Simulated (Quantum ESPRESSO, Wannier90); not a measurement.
## Wannier functions of BN (zinc blende)

```
begin unit_cell_cart
ang
    0.0000000000    1.8130000000    1.8130000000
    1.8130000000    0.0000000000    1.8130000000
    1.8130000000    1.8130000000    0.0000000000
end unit_cell_cart
begin atoms_frac
B    0.0000000000  0.0000000000  0.0000000000
N    0.2500000000  0.2500000000  0.2500000000
end atoms_frac
```

Structure: Materials Project mp-1639, symmetrised, not relaxed again. COD (Crystallography Open Database) has the formula in 3 space groups, this one among them (matched by group alone). Method: LDA plane waves in Quantum ESPRESSO 7.5 (PseudoDojo norm-conserving files, 68 Ry, no spin polarisation, no spin-orbit coupling), Bloch states on a 12×12×12 mesh through Γ, Wannier90 4.0.1. Density: 14×14×14 mesh, cold smearing 0.01 Ry.

Band 1 is isolated and gives one Wannier function a cell (N2 2s 51 %, B1 2p 32 %, B1 2s 12 %; spread 1.08 Å²). Its on-site energy is ε = -16.065 eV relative to the valence-band maximum, and its hoppings t(R) = t(−R) to the nearer images are (images within this range that aren't listed have |t| under 5 meV):

```json
[
 {"R (lattice vectors; −R alike)": "0 0 1", "distance (Å)": "2.56", "t (eV)": "-0.413"},
 {"R (lattice vectors; −R alike)": "0 1 -1", "distance (Å)": "2.56", "t (eV)": "-0.413"},
 {"R (lattice vectors; −R alike)": "0 1 0", "distance (Å)": "2.56", "t (eV)": "-0.413"},
 {"R (lattice vectors; −R alike)": "1 -1 0", "distance (Å)": "2.56", "t (eV)": "-0.413"},
 {"R (lattice vectors; −R alike)": "1 0 -1", "distance (Å)": "2.56", "t (eV)": "-0.413"},
 {"R (lattice vectors; −R alike)": "1 0 0", "distance (Å)": "2.56", "t (eV)": "-0.413"},
 {"R (lattice vectors; −R alike)": "1 -1 -1", "distance (Å)": "3.63", "t (eV)": "0.011"},
 {"R (lattice vectors; −R alike)": "1 -1 1", "distance (Å)": "3.63", "t (eV)": "0.011"},
 {"R (lattice vectors; −R alike)": "1 1 -1", "distance (Å)": "3.63", "t (eV)": "0.011"},
 {"R (lattice vectors; −R alike)": "0 1 -2", "distance (Å)": "4.44", "t (eV)": "0.047"},
 {"R (lattice vectors; −R alike)": "0 1 1", "distance (Å)": "4.44", "t (eV)": "0.047"},
 {"R (lattice vectors; −R alike)": "0 2 -1", "distance (Å)": "4.44", "t (eV)": "0.047"},
 {"R (lattice vectors; −R alike)": "1 -2 0", "distance (Å)": "4.44", "t (eV)": "0.047"},
 {"R (lattice vectors; −R alike)": "1 -2 1", "distance (Å)": "4.44", "t (eV)": "0.047"},
 {"R (lattice vectors; −R alike)": "1 0 -2", "distance (Å)": "4.44", "t (eV)": "0.047"},
 {"R (lattice vectors; −R alike)": "1 0 1", "distance (Å)": "4.44", "t (eV)": "0.047"},
 {"R (lattice vectors; −R alike)": "1 1 -2", "distance (Å)": "4.44", "t (eV)": "0.047"},
 {"R (lattice vectors; −R alike)": "1 1 0", "distance (Å)": "4.44", "t (eV)": "0.047"},
 {"R (lattice vectors; −R alike)": "2 -1 -1", "distance (Å)": "4.44", "t (eV)": "0.047"},
 {"R (lattice vectors; −R alike)": "2 -1 0", "distance (Å)": "4.44", "t (eV)": "0.047"},
 {"R (lattice vectors; −R alike)": "2 0 -1", "distance (Å)": "4.44", "t (eV)": "0.047"}
]
```

Problem. Work out the band energy at Γ, X, U, K from these numbers.

Solution. For one orbital E(k) = ε + Σ_R 2 t(R) cos(2π k·R), the sum over the listed R.
- Γ, k = (0.000, 0.000, 0.000): E = -16.065 + (-0.413)·(12.00) + (0.011)·(6.00) + (0.047)·(24.00) = -19.83 eV; pw.x: -19.96 eV
- X, k = (-0.500, -0.500, 0.000): E = -16.065 + (-0.413)·(-4.00) + (0.011)·(6.00) + (0.047)·(-8.00) = -14.72 eV; pw.x: -14.35 eV
- U, k = (-0.375, -0.375, 0.250): E = -16.065 + (-0.413)·(-3.66) + (0.011)·(2.00) + (0.047)·(4.00) = -14.34 eV; pw.x: -14.25 eV
- K, k = (-0.375, 0.000, 0.375): E = -16.065 + (-0.413)·(-3.66) + (0.011)·(2.00) + (0.047)·(4.00) = -14.34 eV; pw.x: -14.25 eV

At these points the listed shells miss the plane-wave band by up to 0.37 eV, of a width of 5.94 eV on the path. With all its hoppings the model misses the band by 0.8 meV at worst on the whole path, so most of the miss comes from the hoppings not listed.
